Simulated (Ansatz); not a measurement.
**Question.** Each is relaxed and computed with DFT-PBEsol in the program Ansatz with PAW potentials. Which is the only metal?
(A) K2NaGaP2, Ibam (K on 8j, Na on 4a, Ga on 4b, P on 8j)
(B) MgO, CsCl type
(C) AlP, P6_222 (Al on 3d, P on 3c)
(D) MoP, CsCl type

**Answer.** D, MoP, CsCl type. MoP: metal; AlP: gap 0.84 eV (indirect); MgO: gap 2.47 eV (indirect); K2NaGaP2: gap 1.42 eV. Constructed cells (a structure type filled with these elements, in neither database checked): MoP, CsCl type. Typed or built starts, not in the databases checked: AlP, P6_222 (Al on 3d, P on 3c). Not the usual ambient phase: AlP, P6_222 (Al on 3d, P on 3c); MgO, CsCl type. Standing as an ambient phase not checked: K2NaGaP2, Ibam (K on 8j, Na on 4a, Ga on 4b, P on 8j). Unstable at this level: MgO, CsCl type. All cells were relaxed under the symmetry of their starts (and spin orders); stability against distortions was not tested throughout. Rows with no word on spin ran without spin polarisation. Scalar-relativistic: spin–orbit coupling is off unless named, which matters more the heavier the elements.

Potentials: the later of the program's two PAW sets.
